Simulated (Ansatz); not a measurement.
Problem. AlBN2 (chalcopyrite, I-42d) is relaxed with PBE in the plane-wave PAW code Ansatz. What lattice parameters of the conventional cell result?

Solution. a = 4.105 Å, c = 7.686 Å.

Problem. Give the free coordinates with the occupied sites.

Solution. In one choice of origin and axes:

```tsv
atom	site	symmetry	x	y	z
Al	4a	-4..	0.0000	0.0000	0.0000
B	4b	-4..	0.0000	0.0000	0.5000
N	8d	.2.	0.3060	0.2500	0.1250
```

Problem. Is it a metal or does it have a gap at this level?

Solution. A gap of 2.89 eV, direct.

The start of the workflow was typed in or built on a structure type; neither database checked (COD, Materials Project) lists it. Whether it is the stable phase at ambient conditions was not checked. The cell was relaxed with PBE under the symmetry of its start; its stability against distortions is not shown here. The volume moved by -17 % from the start of the relaxation.

Potentials: the later of the program's two PAW sets.
